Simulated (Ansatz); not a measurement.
Nb:
```
CELL_PARAMETERS angstrom
     -1.62380     1.62380     1.62380
      1.62380    -1.62380     1.62380
      1.62380     1.62380    -1.62380
ATOMIC_POSITIONS crystal
  Nb 0.00000 0.00000 0.00000
```

Relaxed with LDA. Special points in fractions of this cell's reciprocal vectors: Γ (0.000, 0.000, 0.000); H (0.500, -0.500, 0.500); N (0.000, 0.000, 0.500); P (0.250, 0.250, 0.250).

Problem. List the band energies nearest the Fermi level at these points for LDA (plane waves, PAW; program Ansatz).

Solution. In eV from the Fermi level; about four levels below and three above (degenerate sets whole), none deeper than 8.9 eV; … stands for higher levels left out; points with the same levels are listed once.

```csv
k,below,above
Γ,-6.00,0.33 0.33 0.33
H,-4.04 -4.04,…
N,-3.94 -1.83,2.60 3.47 …
P,-1.11 -1.11 -1.11,…
```

Space group Im-3m (bcc (W type)). Symmetry was held in the LDA relaxation. No spin polarisation was allowed. Scalar-relativistic: spin–orbit coupling is off unless named, which matters more the heavier the elements.

Potentials: the earlier of the program's two PAW sets.
